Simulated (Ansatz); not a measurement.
C:
```yaml
crystal:
  lattice:
    - [3.56123, 0.00000, 0.00000]
    - [-1.78062, 3.08412, 0.00000]
    - [0.00000, 0.00000, 3.36390]
  atoms:
    - { symbol: C, position: [0.23246, 0.46491, 0.25000] }
    - { symbol: C, position: [0.53509, 0.76754, 0.58333] }
    - { symbol: C, position: [0.23246, 0.76754, 0.91667] }
    - { symbol: C, position: [0.76754, 0.53509, 0.75000] }
    - { symbol: C, position: [0.46491, 0.23246, 0.08333] }
    - { symbol: C, position: [0.76754, 0.23246, 0.41667] }
```

Relaxed with r²SCAN. Special points in fractions of this cell's reciprocal vectors: Γ (0.000, 0.000, 0.000); M (0.500, 0.000, 0.000); K (0.333, 0.333, 0.000); A (0.000, 0.000, 0.500); L (0.500, 0.000, 0.500); H (0.333, 0.333, 0.500).

List the band energies nearest the valence-band maximum at these points for r²SCAN (plane waves, PAW; program Ansatz).

In eV from the valence-band maximum; about four levels below and three above (degenerate sets whole), none deeper than 8.9 eV; points with the same levels are listed once.

```
k                          below                    above
-  -----------------------------  -----------------------
Γ  -4.19 -4.19 -2.62 -1.62 -1.62           5.87 5.87 6.70
M        -2.87 -2.12 -1.64 -0.45           6.70 7.40 9.16
K  -4.61 -4.61 -2.55 -0.73 -0.73          7.83 7.83 10.26
A        -4.27 -4.27 -2.70 -2.70      6.04 6.04 8.05 8.05
L        -0.51 -0.51 -0.03 -0.03    9.96 9.96 10.82 10.82
H        -1.56 -1.56 -0.84 -0.84  10.25 10.25 11.61 11.61
```

Space group P6_122. The start of the workflow was typed in or built on a structure type; neither database checked (COD, Materials Project) lists it. It is not the phase usual at ambient conditions (space group No. 194, 227). The cell was relaxed with r²SCAN under the symmetry of its start; its stability against distortions is not shown here.

Potentials: the earlier of the program's two PAW sets.
